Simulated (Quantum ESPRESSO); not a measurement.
```
InSe
1.0
    4.03996     0.00000     0.00000
   -2.01998     3.49871     0.00000
    0.00000     0.00000    16.60035
Se In
4 4
Direct
  0.66667   0.33333   0.83861
  0.66667   0.33333   0.16139
  0.33333   0.66667   0.66135
  0.33333   0.66667   0.33865
  0.00000   0.00000   0.58407
  0.00000   0.00000   0.41593
  0.33333   0.66667   0.91596
  0.33333   0.66667   0.08404
```

Cell and atoms were relaxed with PBE+D3(BJ) from Materials Project entry mp-1079260, within its symmetry.

**Question.** What does PBEsol (Quantum ESPRESSO, PseudoDojo norm-conserving, 86 Ry, scalar-relativistic) give for the electronic structure near the Fermi level?

**Answer.** The PBEsol gap is direct, 0.17 eV at Γ. Spin-orbit splittings are left out.
